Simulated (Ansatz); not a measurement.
Na (bcc, W type)

```
CELL_PARAMETERS angstrom
     -4.19680     4.19680     4.19680
      2.09840    -2.09840     2.09840
      2.09840     2.09840    -2.09840
ATOMIC_POSITIONS crystal
  Na 0.00000 0.00000 0.00000
  Na 0.50000 0.00000 0.00000
```

In this cell atom 1 (Na, nearest neighbour Na at 3.635 Å; its periodic images, 3.6 Å or more away, move with it) is moved by s along Cartesian x, unit vector (1.000, 0.000, 0.000); all other atoms and the cell stay fixed.

Calculation: PBE (plane waves to 420 eV, PAW, scalar-relativistic; Ansatz, an electronic-structure program). k mesh 13×13×13 (Γ-centred), Fermi-Dirac smearing 0.05 eV. With partly filled bands, energies and forces of such displacements shift with the k mesh and the smearing. F∥ is the force on the atom along that direction. Na was relaxed with its symmetry unable to fall. The PAW data are Ansatz's earlier set. 

```tsv
s (Å)	F∥ (eV/Å)
-1.090	0.227
-0.872	?
-0.654	0.182
-0.436	?
-0.218	0.069
0.000	0.000
0.218	-0.069
0.436	?
0.654	-0.182
0.872	?
1.090	-0.227
```

### Question
Complete the blanks.

### Answer

- -0.872, F∥ (eV/Å): 0.216
- -0.436, F∥ (eV/Å): 0.132
- 0.436, F∥ (eV/Å): -0.132
- 0.872, F∥ (eV/Å): -0.216

(For displaced atoms, the force is minus the slope of the energy, and its curvature is a force constant, which sets phonon frequencies.)
